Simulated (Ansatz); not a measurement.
GeRh₃: from a starting cell to a relaxed one

The relaxed structure here is a generated cell of GeRh3: the first start was made by placing the elements on the sites of a structure type, and the end was not matched to a known phase here, so it may be hypothetical.

The start is a generated trial cell of GeRh3 in the AFLOW prototype AB3_hP8_182_c_g (as in Fe3C). Cell shape, volume and atoms are optimised at zero target pressure with r2SCAN (plane waves to 500 eV, PAW, scalar-relativistic; Ansatz, a first-principles code). First-step values are on the input's coarse k-mesh.

Ansatz input (later rounds restart from its end on a renewed k-mesh):
Ansatz 0.2 input:
```yaml
crystal:
  lattice:
    - [5.4332889, 0, 0]
    - [-2.7166444, 4.7053662, 0]
    - [0, 0, 4.7104857]
  atoms:
    - { symbol: Rh, position: [0.32491, 0, 0] }
    - { symbol: Rh, position: [0.32491, 0.32491, 0.5] }
    - { symbol: Rh, position: [0, 0.32491, 0] }
    - { symbol: Rh, position: [0.67509, 0, 0.5] }
    - { symbol: Rh, position: [0.67509, 0.67509, 0] }
    - { symbol: Rh, position: [0, 0.67509, 0.5] }
    - { symbol: Ge, position: [0.33333333, 0.66666667, 0.25] }
    - { symbol: Ge, position: [0.66666667, 0.33333333, 0.75] }
basis: { ecutwfc: 500, ecutrho_ratio: 4, xc_grid: 4, fft_grid_basis: typed }
kpoints: { mp_grid: { grid: [5, 5, 5] } }
hamiltonian:
  xc: r2scan
  dispersion: none
  pseudopotentials: { kind: paw }
scf: { occupations: { method: fermi_dirac, width: 0.05 } }
relax: { f_tol: 0.01, max_steps: 100, cell: { stress_tol: 0.02 } }
output: { forces: true, stress: true }
```

What pressure does the first self-consistent step give?

+27 GPa (positive: the cell is compressed).

What is the largest force in the starting geometry, and on which atom (counted from 1)?

About 3.5 eV/Å, on Rh1, Rh2, Rh3, Rh4, Rh5, Rh6 (atoms numbered as listed).

How much energy is released per atom?

0.55 eV/atom.

How does the volume per atom move from start to end?

+5.5 %, from 15.05 to 15.89 Å³/atom.

Is the relaxed structure metallic? Give its gap.

No gap (metallic).

What does it relax into? Give the structure.


Space group P6₃22 (No. 182); a = b = 5.994 Å, c = 4.085 Å, α = β = 90.00°, γ = 120.00°

```json
[
 {"atom": "Rh", "site": "6g", "symmetry": ".2.", "x": "0.0000", "y": "0.2770", "z": "0.0000"},
 {"atom": "Ge", "site": "2c", "symmetry": "3.2", "x": "0.3333", "y": "0.6667", "z": "0.2500"}
]
```

The space group stays P6₃22 (No. 182) (the run could not lower it), with 8 atoms in the primitive cell. Final values are on a 9×9×11 k-mesh of the relaxed cell. No spin polarisation in the result.

The run could not lose the symmetry of its start: the end is stationary, and may be a saddle point rather than a minimum.
